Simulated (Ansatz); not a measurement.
Polymorphs of CdS, each relaxed with LDA in the plane-wave PAW code Ansatz:

A: P6_3mc
a = b = 4.072 Å, c = 19.931 Å, α = β = 90.00°, γ = 120.00°

```
atom  site  symmetry       x       y       z
----  ----  --------  ------  ------  ------
Cd      2a       3m.  0.0000  0.0000  0.4998
Cd      2b       3m.  0.3333  0.6667  0.3332
Cd      2b       3m.  0.6667  0.3333  0.1665
S       2a       3m.  0.0000  0.0000  0.3746
S       2b       3m.  0.3333  0.6667  0.2081
S       2b       3m.  0.6667  0.3333  0.0414
```

B: rock salt (Fm-3m)
a = 5.339 Å, b = 5.339 Å, c = 5.339 Å, α = 90.00°, β = 90.00°, γ = 90.00°

```json
[
 {"atom": "Cd", "site": "4a", "symmetry": "m-3m", "x": "0.0000", "y": "0.0000", "z": "0.0000"},
 {"atom": "S", "site": "4b", "symmetry": "m-3m", "x": "0.5000", "y": "0.5000", "z": "0.5000"}
]
```

### Question
Rank these by energy per atom at 0 K (lowest first), as LDA gives it.

### Answer
A (+0 meV/atom), B (+72 meV/atom)

### Question
Give each one's gap.

### Answer
A 0.97 eV; B no gap.

Built on a structure type that need not be the filed one of that space group: A. Not the usual ambient phase: A; B. All cells were relaxed under the symmetry of their starts (and spin orders); stability against distortions was not tested throughout. Spin–orbit coupling is left out wherever it is not named.

Energies hold the estimated change up to a 700 eV cutoff; steps of a few meV lie near the error of the meshes.

Potentials: the later of the program's two PAW sets.
